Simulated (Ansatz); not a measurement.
Generalised stacking fault of PbS (rock salt) on the {100} plane. The cell below holds the perfect crystal with the plane normal along z; tilting its third vector by the shift puts one fault into each cell, between planes 3.00 Å apart, at fixed cell height.

```xyz
6
Lattice="4.2489 0.0000 0.0000 0.0000 4.2489 0.0000 2.1245 2.1245 9.0134" Properties=species:S:1:pos:R:3 pbc="T T T"
S      1.7704     1.7704     7.5111
S      1.7704     1.7704     1.5022
S      3.8949     3.8949     4.5067
Pb     3.8949     3.8949     7.5111
Pb     3.8949     3.8949     1.5022
Pb     1.7704     1.7704     4.5067
```

In-plane vectors a = (4.249, 0.000) Å, b = (0.000, 4.249) Å, area 18.05 Å². The shift is x·a + y·b, and the map repeats with period 1 in x and y. The shift is rigid: no atom relaxes. γ = [E(shift) − E(0)] / area.

These are PBE (plane waves to 420 eV, PAW, scalar-relativistic; Ansatz, a program for electronic structure) values and carry that method's errors. k mesh 7×7×7 (Γ-centred), Fermi-Dirac smearing 0.05 eV. Energies are extrapolated to zero smearing. As the smearing reaches across the gap at some points, the k mesh leaves noise in γ, roughly 0.02 J/m² as judged from a few cases. Faults lie only 9.0 Å apart, and holding the cell height and the atoms raises γ above its relaxed value. PbS was relaxed with its symmetry unable to fall. Spin-orbit coupling is left out, though Pb is heavy. The zero of γ is zero shift. The last digit holds for this mesh only.

γ (J/m²), with x across and y down:

```
y \ x  0.000  0.167  0.333  0.500  0.667  0.833
-----  -----  -----  -----  -----  -----  -----
0.000   0.00   0.12   0.36   0.47   0.36   0.12
0.167   0.12   0.25   0.50   0.63   0.50   0.25
0.333   0.36   0.50   0.82   1.00   0.82   0.50
0.500   0.47   0.63   1.00   1.19   1.00   0.63
0.667   0.36   0.50   0.82   1.00   0.82   0.50
0.833   0.12   0.25   0.50   0.63   0.50   0.25
```

Question: Where does the grid have local minima besides zero shift?

Answer: No grid point is one.

Question: Stepping between nearest grid points (4 neighbours each), what is the highest γ met on the easiest way from zero shift to the shift a?

Answer: 0.47 J/m².

(The slope of γ gives the shear force per area between the displaced halves; near zero shift its curvature is an elastic stiffness.)
